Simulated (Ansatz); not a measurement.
## How much do the gradients of Ga2O3 depend on the method?

Cell: a computed structure from the Materials Project (it need not be an observed phase), atoms as given.

Space group R-3c:H (No. 167); a = 4.9974, c = 13.4506 Å, γ = 120.00°.

| site | Wyckoff | site symmetry | x | y | z |
| --- | --- | --- | --- | --- | --- |
| Ga | 12c | 3. | 0.0000 | 0.0000 | 0.3556 |
| O | 18e | .2 | 0.3333 | 0.3635 | 0.9167 |

One atom of each set is listed; the run and its k-mesh use a cell of 10 atoms with edges of 5.33, 5.33, 5.33 Å.

First run. Method: Kohn–Sham DFT in Ansatz, PBE, plane waves and PAW, scalar-relativistic, 420 eV cutoff, Γ-centred 7×7×7 k-points, Fermi–Dirac smearing 0.01 eV.

```csv
site,V_zz (10²¹ V/m²),η
Ga,2.58,0.00
O,-5.25,0.60
```

Second run. The same atoms and settings, except that the functional is r2SCAN and the cutoff is 500 eV.

Question: What does the second run give?

Answer: 

```
site   V_zz     η  change of V_zz
  Ga   2.64  0.00           +0.06
   O  -5.18  0.61           +0.07
```

The largest change of V_zz is on O, from -5.25 to -5.18. In per cent, |V_zz| changes by +3 on Ga, -1 on O (all sites that start above 0.5).

For the first run: At this cell the PBE pressure is 8 GPa, so with PBE the cell would grow if it were relaxed. The entry's cell may itself be off.
